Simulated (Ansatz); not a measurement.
Ansatz input

```yaml
crystal:
  lattice:
    - [3.0131611974, 0.0, 0.0]
    - [-1.5065805987, 2.6094741427, 0.0]
    - [0.0, 0.0, 4.9145085736]
  atoms:
    - { symbol: Li, position: [0.3333333333, 0.6666666667, 0.25] }
    - { symbol: Li, position: [0.6666666667, 0.3333333333, 0.75] }
hamiltonian:
  xc: r2scan
  pseudopotentials:
    kind: paw
    azcp:
      Li: "pseudopotentials/Li.paw.azcp"
basis:
  ecutwfc: 500
  fft_grid_basis: typed
kpoints:
  mp_grid: { grid: [13, 13, 7], shift: [0, 0, 0] }
magnetization:
  spin_polarized: false
scf:
  occupations: { method: fermi_dirac, width: 0.1 }
  lower_state_search: "off"
output:
  stress: true
```

Output

```
Engine: ansatz 0.2.0, x86_64-unknown-linux-gnu
Pseudopotentials: kind: paw
Pseudopotential: Li, paw, valence charge 3, recommended cutoff 500 eV (meta_gga) 
Functional definition: r2SCAN
  parameter k0 = 0.174
  parameter k1 = 0.065
  parameter a1 = 4.9479
  exchange = r2scan_x(k0 = k0, k1 = k1, a1 = a1)
  correlation = r2scan_c
Crystal: 2 atoms, lattice volume = 38.642 Å³
Basis set: ecut = 500 eV, 989 PW (Γ), exchange–correlation on 96×96×144 points (64 copies of the dense FFT grid, shifted against one another)
Bands: 7, of which v1, the nominal top of the filled ones, is band 3 counted from 1 (2 counted from 0)
Symmetry: 24 space group operations
Space group: P63/mmc (ITA 194), of the structure as read, at distance tolerance 3.4e-5 Å
k-points: 84 of 1183
Non-local potential: Li, projectors of the file, l = 0: 3, l = 1: 2, l = 2: 1
PAW form: soft (Blöchl's): semilocal exchange-correlation on the pseudo side does not see the compensation charge
PAW one-centre angular grid: Li, 302 points (default); XC on 327 of its mesh's 2665 points in the sphere
Initial density: superposition of atomic densities (neutral atoms: chi_scale 0, normalization atom), corrected by the library's trained network
Initial wavefunctions: pseudopotential atomic-orbital guess
Functional: x = r2scan, c = r2scan; τ floored in thin density (d = 2e-4 eV/Å³)
SCF iter   1: F=-410.269481 eV  HF=-410.271111 eV  |F-HF|=1.63e-3  |Δ(HF+E_count)|=         —  Δρ=2.31e-3  dr2=6.68e-4  dr2_τ=8.63e-4  ethr=1.77e-3  ⟨swp⟩=4.1  Hψ=4125  notcnv=0
SCF iter   2: F=-410.270023 eV  HF=-410.269966 eV  |F-HF|=5.70e-5  |Δ(HF+E_count)|=   1.14e-3  Δρ=1.23e-3  dr2=2.33e-4  dr2_τ=1.51e-5  ethr=1.11e-5  ⟨swp⟩=2.0  Hψ=1848  notcnv=0
SCF iter   3: F=-410.270051 eV  HF=-410.270046 eV  |F-HF|=4.39e-6  |Δ(HF+E_count)|=   8.05e-5  Δρ=1.28e-4  dr2=5.73e-6  dr2_τ=6.09e-7  ethr=3.88e-6  ⟨swp⟩=2.0  Hψ=846  notcnv=0
iter 4 did not close the SCF: its close was put off for the readings that it lacked (scf_convergence_deferred on its scf_iter line)
SCF iter   4: F=-410.270051 eV  HF=-410.270051 eV  |F-HF|=3.13e-8  |Δ(HF+E_count)|=   5.12e-6  Δρ=1.56e-5  dr2=5.32e-8  dr2_τ=7.20e-9  ethr=9.55e-8  ⟨swp⟩=2.0  Hψ=849  notcnv=0
iter 5 did not close the SCF: its close was put off for the readings that it lacked (scf_convergence_deferred on its scf_iter line)
SCF iter   5: F=-410.270051 eV  HF=-410.270051 eV  |F-HF|=4.96e-9  |Δ(HF+E_count)|=   1.77e-9  Δρ=2.26e-6  dr2=1.11e-9  dr2_τ=1.04e-10  ethr=8.87e-10  ⟨swp⟩=2.0  Hψ=872  notcnv=0
SCF iter   6: F=-410.270051 eV  HF=-410.270051 eV  |F-HF|=1.51e-11  |Δ(HF+E_count)|=   5.38e-9  Δρ=2.58e-7  dr2=2.93e-11  dr2_τ=1.42e-12  ethr=1.85e-11  ⟨swp⟩=1.0  Hψ=1691  notcnv=0
SCF 1 converged in 6 iterations: F = -410.270051 eV  dr2 = 2.93e-11
SCF converged after 6 iterations
Free energy (F): -410.270051 eV
Harris-Foulkes:  -410.270051 eV  (|F-HF|=1.51e-11)
Internal energy: -410.238676 eV  (E = F + TS)
E sigma→0 (E₀):  -410.254364 eV
Entropy (-TS):   -0.031375 eV (-15.688 meV/atom)
Fermi energy:    1.214787 eV
--- Per-component energies (eV) ---
  E_band       = -187.687256
  E_kinetic    = 42.846246
  E_local      = -261.597694  (includes V_loc(G=0)·N_el)
  E_nonlocal   = -66.580162
  E_hartree    = 77.669364
  E_xc         = -19.437404
  E_vxc        = -27.681864  (∫ρ·V_xc dr)
  E_paw        = -43.649429  (= ΣΔE_a)
  E_vpaw       = -31.669138  (= ΣTr[D̂ρ^β])
  E_aug_tail   = -0.000190  (compensation charges beyond the density's cutoff)
  E_vtau       = 1.656798  (kinetic-family band-sum trace: ∫τ·v_τ [+ j·A + Jᵃ·Aᵃ] dr)
  E_ewald      = -139.489407
  E_smearing   = -0.031375  (= −TS)
  E_closure    = -0.000000  (closes the sum)
  Σ components = -410.270051   (vs F -410.270051, Δ=0.00e0)
--- Stress (GPa, compression-positive) ---
        1.167847       0.000000       0.000000
        0.000000       1.167847       0.000000
        0.000000       0.000000       1.442904
  P = ⅓ Tr σ = 1.2595 GPa (12.595 kbar)
```

Launched by

```sh
ansatz run input.yaml --threads 1 --pin off --max-ram 3584MiB --backend cpu --events-out ev --progress --plain --runs-dir out
```

On 1 thread of Intel(R) Xeon(R) Platinum 8259CL CPU @ 2.50GHz (Skylake/Cascade Lake) (shared host) this took about 6.1 s of wall time and 4.9 s of CPU time.
